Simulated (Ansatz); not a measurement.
input.yaml

```yaml
crystal:
  lattice:
    - [2.7563973091, 0.0, 0.0]
    - [-1.3781986545, 2.3871100926, 0.0]
    - [0.0, 0.0, 4.8296286443]
  atoms:
    - { symbol: Ni, position: [0.0, 0.0, 0.5] }
    - { symbol: O, position: [0.6666666667, 0.3333333333, 0.6912080179] }
    - { symbol: O, position: [0.3333333333, 0.6666666667, 0.3087919821] }
basis:
  ecutwfc: 420
kpoints:
  mp_grid: { grid: [12, 12, 6] }
hamiltonian:
  xc: pbesol
scf:
  occupations: { method: gaussian, width: 0.02 }
output:
  forces: true
  stress: true
  eigenvalues: true
relax:
  adjacent_minimum: "off"
  f_tol: 0.01
  max_steps: 30
  cell: { stress_tol: 0.1, fix: [volume] }
```

Run as
```bash
ansatz run input.yaml --threads 1 --pin off --max-ram 2560MiB --backend cpu --events-out ev --progress --plain --runs-dir out
```

These are results of DFT PBEsol, scalar-relativistic, plane waves, PAW (Ansatz), not measurements.

Abridged output (iterations and final results):

```
SCF iter   1: F=—  HF=-6923.838309 eV  |F-HF|=—  |Δ(HF+E_count)|=         —  Δρ=1.58e-2  dr2=4.25e-2  ethr=1.77e-3  ⟨swp⟩=6.2  Hψ=8800  notcnv=0
SCF iter   2: F=—  HF=-6923.824353 eV  |F-HF|=—  |Δ(HF+E_count)|=   1.40e-2  Δρ=7.83e-3  dr2=1.41e-2  ethr=1.42e-4  ⟨swp⟩=2.4  Hψ=4164  notcnv=0
SCF iter   3: F=—  HF=-6923.830586 eV  |F-HF|=—  |Δ(HF+E_count)|=   6.23e-3  Δρ=1.76e-2  dr2=7.15e-2  ethr=4.70e-5  ⟨swp⟩=3.4  Hψ=3921  notcnv=0  recentre
SCF iter   4: F=—  HF=-6923.822560 eV  |F-HF|=—  |Δ(HF+E_count)|=   8.03e-3  Δρ=1.48e-3  dr2=1.39e-4  ethr=4.70e-5  ⟨swp⟩=2.5  Hψ=3342  notcnv=0
SCF iter   5: F=—  HF=-6923.822632 eV  |F-HF|=—  |Δ(HF+E_count)|=   7.22e-5  Δρ=1.53e-4  dr2=1.75e-6  ethr=4.63e-7  ⟨swp⟩=2.0  Hψ=3316  notcnv=0
SCF iter   6: F=—  HF=-6923.822633 eV  |F-HF|=—  |Δ(HF+E_count)|=   9.97e-7  Δρ=1.90e-5  dr2=4.70e-8  ethr=3.33e-10  ⟨swp⟩=5.0  Hψ=10556  notcnv=0
SCF iter   7: F=-6923.822633 eV  HF=-6923.822633 eV  |F-HF|=1.80e-9  |Δ(HF+E_count)|=   5.88e-8  Δρ=5.68e-6  dr2=5.74e-9  ethr=1.57e-10  ⟨swp⟩=3.0  Hψ=7852  notcnv=0
SCF 1 converged in 7 iterations: F = -6923.822633 eV  dr2 = 5.74e-9
relax step   1: F+E_penalty+E_count = -6923.82263289 eV  Δ(F+E_penalty+E_count) = +0.000e0 eV  max|allowed force component| = 4.536e-1 eV/Å  Δτ_max = 0.0000 Å  P = +6.221 GPa  Ω = 31.778 Å³  fix = [volume]  reactions: volume +6.221 GPa (7 SCF iters, dr2 threshold 1.00e-7 eV, accepted)
Basis set: ecut = 420 eV, 641 PW (Γ), exchange–correlation on 40×40×72 points (8 copies of the dense FFT grid, shifted against one another)
Initial density: handed on by an earlier stage of this run
Initial wavefunctions: those handed on with the density
SCF iter   1: F=—  HF=-6923.835028 eV  |F-HF|=—  |Δ(HF+E_count)|=         —  Δρ=5.73e-3  dr2=7.08e-3  ethr=2.38e-5  ⟨swp⟩=2.0  Hψ=11820  notcnv=0
SCF iter   2: F=—  HF=-6923.841534 eV  |F-HF|=—  |Δ(HF+E_count)|=   6.51e-3  Δρ=1.65e-2  dr2=6.58e-2  ethr=2.36e-5  ⟨swp⟩=3.2  Hψ=3733  notcnv=0  recentre
SCF iter   3: F=—  HF=-6923.834208 eV  |F-HF|=—  |Δ(HF+E_count)|=   7.33e-3  Δρ=2.29e-3  dr2=8.28e-4  ethr=2.36e-5  ⟨swp⟩=3.1  Hψ=3549  notcnv=0
SCF iter   4: F=—  HF=-6923.834131 eV  |F-HF|=—  |Δ(HF+E_count)|=   7.74e-5  Δρ=5.64e-4  dr2=1.58e-5  ethr=2.76e-6  ⟨swp⟩=1.5  Hψ=2756  notcnv=0
SCF iter   5: F=—  HF=-6923.834145 eV  |F-HF|=—  |Δ(HF+E_count)|=   1.45e-5  Δρ=6.08e-5  dr2=7.95e-7  ethr=5.26e-8  ⟨swp⟩=2.4  Hψ=2896  notcnv=0
SCF iter   6: F=-6923.834145 eV  HF=-6923.834145 eV  |F-HF|=5.23e-9  |Δ(HF+E_count)|=   4.40e-8  Δρ=1.09e-5  dr2=1.68e-8  ethr=1.00e-9  ⟨swp⟩=6.0  Hψ=9127  notcnv=0
SCF 2 converged in 6 iterations: F = -6923.834145 eV  dr2 = 1.68e-8
relax step   2: F+E_penalty+E_count = -6923.83414504 eV  Δ(F+E_penalty+E_count) = -1.151e-2 eV  max|allowed force component| = 2.658e-1 eV/Å  Δτ_max = 0.0113 Å  P = +3.728 GPa  Ω = 31.778 Å³  fix = [volume]  reactions: volume +3.728 GPa (6 SCF iters, dr2 threshold 3.00e-7 eV, accepted)
Basis set: ecut = 420 eV, 615 PW (Γ), exchange–correlation on 40×40×72 points (8 copies of the dense FFT grid, shifted against one another)
SCF iter   1: F=—  HF=-6923.841500 eV  |F-HF|=—  |Δ(HF+E_count)|=         —  Δρ=7.62e-3  dr2=1.27e-2  ethr=4.28e-5  ⟨swp⟩=1.7  Hψ=10578  notcnv=0
SCF iter   2: F=—  HF=-6923.853662 eV  |F-HF|=—  |Δ(HF+E_count)|=   1.22e-2  Δρ=2.27e-2  dr2=1.24e-1  ethr=4.22e-5  ⟨swp⟩=3.2  Hψ=4047  notcnv=0  recentre
SCF iter   3: F=—  HF=-6923.840045 eV  |F-HF|=—  |Δ(HF+E_count)|=   1.36e-2  Δρ=3.01e-3  dr2=1.43e-3  ethr=4.22e-5  ⟨swp⟩=3.4  Hψ=4106  notcnv=0
SCF iter   4: F=—  HF=-6923.839911 eV  |F-HF|=—  |Δ(HF+E_count)|=   1.33e-4  Δρ=7.33e-4  dr2=2.68e-5  ethr=4.77e-6  ⟨swp⟩=2.5  Hψ=2967  notcnv=0
SCF iter   5: F=—  HF=-6923.839927 eV  |F-HF|=—  |Δ(HF+E_count)|=   1.55e-5  Δρ=5.39e-5  dr2=4.18e-7  ethr=8.94e-8  ⟨swp⟩=2.3  Hψ=2786  notcnv=0
SCF iter   6: F=-6923.839927 eV  HF=-6923.839927 eV  |F-HF|=2.55e-8  |Δ(HF+E_count)|=   4.17e-8  Δρ=1.80e-5  dr2=5.23e-8  ethr=1.00e-9  ⟨swp⟩=6.2  Hψ=9793  notcnv=0
SCF 3 converged in 6 iterations: F = -6923.839927 eV  dr2 = 5.23e-8
relax step   3: F+E_penalty+E_count = -6923.83992676 eV  Δ(F+E_penalty+E_count) = -5.782e-3 eV  max|allowed force component| = 2.551e-2 eV/Å  Δτ_max = 0.0151 Å  P = +0.582 GPa  Ω = 31.778 Å³  energy of the carried Pulay correction = +6.111e-17 eV  fix = [volume]  reactions: volume +0.582 GPa (6 SCF iters, dr2 threshold 3.00e-7 eV, accepted)
SCF iter   1: F=—  HF=-6923.839965 eV  |F-HF|=—  |Δ(HF+E_count)|=         —  Δρ=5.28e-4  dr2=5.64e-5  ethr=1.88e-7  ⟨swp⟩=1.0  Hψ=8379  notcnv=0
SCF iter   2: F=—  HF=-6923.840023 eV  |F-HF|=—  |Δ(HF+E_count)|=   5.81e-5  Δρ=1.50e-3  dr2=5.50e-4  ethr=1.88e-7  ⟨swp⟩=2.6  Hψ=3672  notcnv=0
SCF iter   3: F=—  HF=-6923.839963 eV  |F-HF|=—  |Δ(HF+E_count)|=   6.00e-5  Δρ=1.74e-4  dr2=5.57e-6  ethr=1.88e-7  ⟨swp⟩=2.4  Hψ=3269  notcnv=0
SCF iter   4: F=—  HF=-6923.839959 eV  |F-HF|=—  |Δ(HF+E_count)|=   4.08e-6  Δρ=3.21e-5  dr2=5.83e-8  ethr=1.86e-8  ⟨swp⟩=1.2  Hψ=1973  notcnv=0
SCF iter   5: F=-6923.839959 eV  HF=-6923.839959 eV  |F-HF|=1.53e-10  |Δ(HF+E_count)|=   2.01e-8  Δρ=6.49e-6  dr2=3.23e-9  ethr=1.36e-10  ⟨swp⟩=5.8  Hψ=8512  notcnv=0
SCF 4 converged in 5 iterations: F = -6923.839959 eV  dr2 = 3.23e-9
relax step   4: F+E_penalty+E_count = -6923.83995911 eV  Δ(F+E_penalty+E_count) = -3.234e-5 eV  max|allowed force component| = 3.462e-3 eV/Å  Δτ_max = 0.0011 Å  P = +0.438 GPa  Ω = 31.778 Å³  energy of the carried Pulay correction = +6.111e-17 eV  fix = [volume]  reactions: volume +0.438 GPa (5 SCF iters, dr2 threshold 4.07e-8 eV, accepted)
Basis set: ecut = 420 eV, 615 PW (Γ), exchange–correlation on 40×40×64 points (8 copies of the dense FFT grid, shifted against one another)
Initial wavefunctions: pseudopotential atomic-orbital guess (no wavefunctions were taken with the density)
SCF iter   1: F=—  HF=-6923.838520 eV  |F-HF|=—  |Δ(HF+E_count)|=         —  Δρ=6.60e-4  dr2=4.33e-6  ethr=1.18e-7  ⟨swp⟩=4.2  Hψ=14531  notcnv=0
SCF iter   2: F=—  HF=-6923.839974 eV  |F-HF|=—  |Δ(HF+E_count)|=   1.45e-3  Δρ=3.38e-4  dr2=2.42e-6  ethr=1.44e-8  ⟨swp⟩=2.4  Hψ=3361  notcnv=0
SCF iter   3: F=—  HF=-6923.840309 eV  |F-HF|=—  |Δ(HF+E_count)|=   3.35e-4  Δρ=3.08e-4  dr2=1.77e-5  ethr=8.08e-9  ⟨swp⟩=3.0  Hψ=3927  notcnv=0  recentre
SCF iter   4: F=—  HF=-6923.840359 eV  |F-HF|=—  |Δ(HF+E_count)|=   4.93e-5  Δρ=9.74e-5  dr2=7.19e-7  ethr=8.08e-9  ⟨swp⟩=2.1  Hψ=2847  notcnv=0
SCF iter   5: F=—  HF=-6923.840383 eV  |F-HF|=—  |Δ(HF+E_count)|=   2.43e-5  Δρ=1.04e-5  dr2=9.03e-9  ethr=2.40e-9  ⟨swp⟩=2.3  Hψ=2617  notcnv=0
SCF iter   6: F=—  HF=-6923.840383 eV  |F-HF|=—  |Δ(HF+E_count)|=   1.94e-7  Δρ=2.03e-6  dr2=1.45e-9  ethr=3.01e-11  ⟨swp⟩=2.0  Hψ=2998  notcnv=0
SCF iter   7: F=-6923.840383 eV  HF=-6923.840383 eV  |F-HF|=2.52e-10  |Δ(HF+E_count)|=   4.26e-9  Δρ=4.89e-7  dr2=1.09e-10  ethr=1.00e-12  ⟨swp⟩=3.1  Hψ=8186  notcnv=0
SCF 5 converged in 7 iterations: F = -6923.840383 eV  dr2 = 1.09e-10
SCF iter   1: F=—  HF=-6923.840441 eV  |F-HF|=—  |Δ(HF+E_count)|=         —  Δρ=4.80e-4  dr2=3.61e-5  ethr=1.12e-7  ⟨swp⟩=3.0  Hψ=10382  notcnv=0
SCF iter   2: F=—  HF=-6923.840471 eV  |F-HF|=—  |Δ(HF+E_count)|=   3.00e-5  Δρ=1.10e-3  dr2=2.89e-4  ethr=1.12e-7  ⟨swp⟩=2.1  Hψ=2992  notcnv=0
SCF iter   3: F=—  HF=-6923.840441 eV  |F-HF|=—  |Δ(HF+E_count)|=   2.98e-5  Δρ=2.85e-4  dr2=1.65e-5  ethr=1.12e-7  ⟨swp⟩=2.6  Hψ=3199  notcnv=0
SCF iter   4: F=—  HF=-6923.840440 eV  |F-HF|=—  |Δ(HF+E_count)|=   1.37e-6  Δρ=6.05e-5  dr2=3.19e-7  ethr=5.50e-8  ⟨swp⟩=1.0  Hψ=1900  notcnv=0
SCF iter   5: F=-6923.840440 eV  HF=-6923.840440 eV  |F-HF|=6.71e-9  |Δ(HF+E_count)|=   1.19e-7  Δρ=1.12e-5  dr2=6.53e-9  ethr=3.94e-10  ⟨swp⟩=5.5  Hψ=8473  notcnv=0
SCF 6 converged in 5 iterations: F = -6923.840440 eV  dr2 = 6.53e-9
relax step   6: F+E_penalty+E_count = -6923.84043974 eV  Δ(F+E_penalty+E_count) = -5.668e-5 eV  max|allowed force component| = 9.323e-5 eV/Å  Δτ_max = 0.0006 Å  P = +0.248 GPa  Ω = 31.778 Å³  energy of the carried Pulay correction = +4.112e-6 eV  fix = [volume]  reactions: volume +0.248 GPa (5 SCF iters, dr2 threshold 1.18e-7 eV, accepted)
SCF iter   1: F=—  HF=-6923.840414 eV  |F-HF|=—  |Δ(HF+E_count)|=         —  Δρ=2.06e-5  dr2=1.78e-8  ethr=1.09e-7  ⟨swp⟩=4.2  Hψ=14588  notcnv=0
SCF iter   2: F=—  HF=-6923.840415 eV  |F-HF|=—  |Δ(HF+E_count)|=   9.63e-7  Δρ=1.44e-5  dr2=2.69e-8  ethr=5.95e-11  ⟨swp⟩=2.8  Hψ=4048  notcnv=0
SCF iter   3: F=—  HF=-6923.840415 eV  |F-HF|=—  |Δ(HF+E_count)|=   2.04e-8  Δρ=2.45e-5  dr2=1.38e-7  ethr=5.95e-11  ⟨swp⟩=2.1  Hψ=3293  notcnv=0  recentre
SCF iter   4: F=—  HF=-6923.840415 eV  |F-HF|=—  |Δ(HF+E_count)|=   1.04e-8  Δρ=1.47e-6  dr2=1.67e-10  ethr=5.95e-11  ⟨swp⟩=2.3  Hψ=2952  notcnv=0
SCF iter   5: F=-6923.840415 eV  HF=-6923.840415 eV  |F-HF|=2.46e-11  |Δ(HF+E_count)|=  9.82e-11  Δρ=6.31e-7  dr2=2.64e-11  ethr=1.00e-12  ⟨swp⟩=5.3  Hψ=7748  notcnv=0
SCF 7 converged in 5 iterations: F = -6923.840415 eV  dr2 = 2.64e-11
SCF converged after 5 iterations
Free energy (F): -6923.840415 eV
Harris-Foulkes:  -6923.840415 eV  (|F-HF|=2.46e-11)
Internal energy: -6923.840415 eV  (E = F + TS)
E sigma→0 (E₀):  -6923.840415 eV
Fermi energy:    7.516015 eV
--- Per-component energies (eV) ---
  E_band       = -512.960030
  E_kinetic    = 623.902688
  E_local      = -6287.817317  (includes V_loc(G=0)·N_el)
  E_nonlocal   = 723.390654
  E_hartree    = 2647.716687
  E_xc         = -229.026782
  E_vxc        = -294.746158  (∫ρ·V_xc dr)
  E_paw        = -1887.569645  (= ΣΔE_a)
  E_vpaw       = -573.127954  (= ΣTr[D̂ρ^β])
  E_aug_tail   = 0.004698  (compensation charges beyond the density's cutoff)
  E_ewald      = -2514.709262
  E_core_change = 0.267865  (= ΣΔE_core)
  E_smearing   =  0.000000  (= −TS)
--- Forces (eV/Å), atoms counted from 1 ---
  atom   1  Ni     0.00000000     0.00000000     0.00000000
  atom   2  O      0.00000000     0.00000000     0.00008844
  atom   3  O      0.00000000     0.00000000    -0.00008844
--- Stress (GPa, compression-positive) ---
        0.261086       0.000000       0.000000
        0.000000       0.261086       0.000000
        0.000000       0.000000       0.220865
  P = ⅓ Tr σ = 0.2477 GPa (2.477 kbar)
--- Band table (eV; the first three rows and the last of 100) ---
  k-point 0: bands = ["-96.9421", "-57.5259", "-57.5259", "-57.2409", "-12.7723", "-10.1833", "1.1129", "1.2859", "1.2859", "4.8387", "4.8387", "5.8753", "5.8753", "6.0896", "6.6593", "9.3026", "9.3026", "14.6130", "18.0227"]
  k-point 1: bands = ["-96.9422", "-57.5259", "-57.5259", "-57.2409", "-12.7540", "-10.2181", "1.2390", "1.2872", "1.2872", "4.8382", "4.8382", "5.7734", "5.8685", "5.8685", "6.7814", "9.3093", "9.3093", "14.9307", "17.9351"]
  k-point 2: bands = ["-96.9421", "-57.5259", "-57.5259", "-57.2409", "-12.7161", "-10.2886", "1.2899", "1.2899", "1.5225", "4.8372", "4.8372", "5.2529", "5.8570", "5.8570", "6.8944", "9.3228", "9.3228", "15.7477", "17.5577"]
  k-point 99: bands = ["-96.9363", "-57.5649", "-57.5649", "-57.2317", "-10.5921", "-10.5921", "1.1414", "1.1414", "1.8204", "3.5254", "3.5254", "3.9665", "5.1735", "6.1909", "6.1909", "8.6362", "8.6362", "20.5533", "21.9803"]
--- Relaxed structure (5 steps of the walk, 5 accepted, 2 SCFs on fresh bases) ---
  F+E_penalty+E_count = -6923.84041465 eV   max|allowed force component| = 8.844e-5 eV/Å   (the final SCF, on the basis selected at the relaxed cell)
  cell:  # Å, volume = 31.7781 Å³
    - [2.78347927, 0.0, 0.0]
    - [-1.39173963, 2.41056376, 0.0]
    - [0.0, 0.0, 4.73610571]
  atoms:
    - { symbol: Ni, position: [0.0, 0.0, 0.49999999] }
    - { symbol: O, position: [0.66666666, 0.33333333, 0.69704146] }
    - { symbol: O, position: [0.33333333, 0.66666666, 0.30295853] }
```

The relaxation met its thresholds.

The run took 13 s on 1 thread of Intel(R) Xeon(R) 6975P-C (Granite Rapids), with other jobs on the host, peak memory 0.4 GiB.

The cell holds layers, and where no dispersion correction was added their binding is poorly described.